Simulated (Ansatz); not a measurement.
An element in the bcc structure gives these cold pressures by all-electron LAPW under PBE (Ansatz 0.2.0, scalar-relativistic, no spin polarisation).

| V (Å³/atom) | P (GPa) |
| --- | --- |
| 11.56 | -0.10 |
| 10.98 | 14.62 |
| 9.82 | 58.5 |
| 8.67 | 133.8 |
| 7.51 | 265.6 |
| 6.36 | 506.0 |
| 5.20 | 971.9 |
| 4.62 | 1369 |

Q: Which element is it?

A: Cr. Its zero-pressure volume in this structure is near 11.6 Å³/atom; the volume and the steepness of P(V) together point to it, though neighbours can come close. This is the case that was computed; others weren't tested.
